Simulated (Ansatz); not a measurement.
Si₃N₄: gradients before and after relaxing the atoms

Start: a structure deposited in the COD.

Space group P6_3/m (No. 176); a = 7.6140, c = 2.9123 Å, γ = 120.00°.

```csv
site,Wyckoff,site symmetry,x,y,z
Si,6h,m..,0.1799,0.7733,0.2500
N7,2c,-6..,0.3333,0.6667,0.2500
N9,6h,m..,0.3356,0.0330,0.2500
```

One atom of each set is listed.

The numbers come from a DFT calculation in Ansatz (PBE, plane waves and PAW, scalar-relativistic, 420 eV cutoff, Γ-centred 4×4×9 k-points, Fermi–Dirac smearing 0.02 eV).

The largest force at the start is 0.54 eV/Å. Relaxing the ions at fixed cell moves them by 0.043 Å at most (atom 3, Si) and 0.038 Å rms.

```
site  moved (Å)   first shell before   first shell after  V_zz before (10²¹ V/m²)  η before
  Si      0.043   4 N at 1.72–1.75 Å  4 N at 1.73–1.74 Å                    -0.95      0.18
  N7      0.000       3 Si at 1.72 Å      3 Si at 1.73 Å                    -4.85      0.00
  N9      0.039  3 Si at 1.72–1.75 Å      3 Si at 1.74 Å                    -5.03      0.05
```

Problem. How do the gradients change?

Solution. 

```tsv
site	V_zz after	η after	change of V_zz
Si	0.98	0.42	–
N7	-4.92	0.00	-0.07
N9	-4.98	0.08	+0.05
```

The largest change of V_zz along a kept axis is on N7, from -4.85 to -4.92. The whole tensor moves most on Si, by 0.79 along its most changed direction. In per cent, |V_zz| changes by -1 to +2 on N (all sites that start above 0.5, bar those whose gradient vanishes or changes sign or whose main axis turns by over 40°). On Si the largest principal value lies along another axis in the second run, so the two V_zz can't be compared directly.

Before: At this cell the principal stresses reach 6 GPa in size with PBE, which can matter for small gradients.
